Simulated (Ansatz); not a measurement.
Relaxing yttrium (omega (AlB2-type))

Method: DFT, m-r2SCAN, plane waves (500 eV) with PAW, scalar-relativistic in Ansatz. The PAW files were generated under PBE, with cores re-solved for the functional.

k-point mesh 7×7×9, Fermi-Dirac smearing 0.05 eV, starting moments 1.00 ×3 μB. Cell and atoms relax.

Starting structure:

```
Y
1.0
     5.71390    0.00000    0.00000
    -2.85695    4.94838    0.00000
     0.00000    0.00000    3.50262
Y
3
Direct
  0.00000 0.00000 0.00000
  0.33333 0.66667 0.50000
  0.66667 0.33333 0.50000
```

Task: The pressure at the start is 0.1 GPa. By how much does the volume change?

Result: From 33.01 to 33.06 Å³ per atom, 0.1 %. The final cell has a = 5.698 Å, c = 3.527 Å (c/a = 0.619).

Task: How much energy does the relaxation gain?

Result: 0.5 meV per atom.

Task: Which magnetic state does it end in?

Result: ferromagnetic, net 0.40 μB per atom; moments 0.25, 0.17 ×2 μB.

m-r²SCAN is r²SCAN on the gauge-invariant kinetic-energy density; without spin polarisation the two are equal.
